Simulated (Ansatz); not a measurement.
Al (fcc, Cu type)

```
Al
1.0
    0.00000     1.99536     1.99536
    1.99536     0.00000     1.99536
    1.99536     1.99536     0.00000
Al
1
Direct
  0.00000   0.00000   0.00000
```

Equation-of-state scan: isotropic scaling of the cell above, V₀ being its volume. Symmetry pins the atoms to their sites.

All values below come from r2SCAN (plane waves to 500 eV, PAW, scalar-relativistic; Ansatz, a quantum-chemistry and plane-wave program). k mesh 20×20×20 (Γ-centred), Fermi-Dirac smearing 0.05 eV. Energies are smeared free energies. Stress and pressure are positive under compression. Al was relaxed with its symmetry unable to fall. The PAW data are Ansatz's earlier set. The zero of ΔE is the relaxed starting cell. The last digit holds for this mesh only.

```
V (Å³/atom)  ΔE (meV/atom)
-----------  -------------
13.347               161.7
13.770               106.4
14.194                64.6
14.618                34.5
15.042            withheld
15.465                 3.5
15.889                 0.0
16.313                 3.1
16.736                11.9
17.160                25.5
17.584                43.2
18.007                64.4
18.431                88.6
```

**Question.** Fit a third-order Birch-Murnaghan form (E₀, V₀, B₀, B₀′ free) to the given rows and predict ΔE at V = 15.042.

**Answer.** Least squares on the 12 given rows: ΔE = E₀ + (9V₀B₀/16)·y²·[2 + (B₀′ − 4)y], y = (V₀/V)^(2/3) − 1, with V₀ = 15.893 Å³/atom, B₀ = 92.07 GPa (160.2 GPa = 1 eV/Å³; the term in eV is multiplied by 1000), B₀′ = 4.53, E₀ = 0.16 meV/atom; root-mean-square residual 0.13 meV/atom. At 15.042 the fit gives 14.7 meV/atom; the calculation gives 14.6 meV/atom, so the interpolation is off by 0.1 (+0.7 %). For the pressure the fit gives 5.7 GPa against the computed 5.8 GPa.

(A scan under strain: stresses follow from slopes of the energy per volume, elastic moduli from its curvatures.)
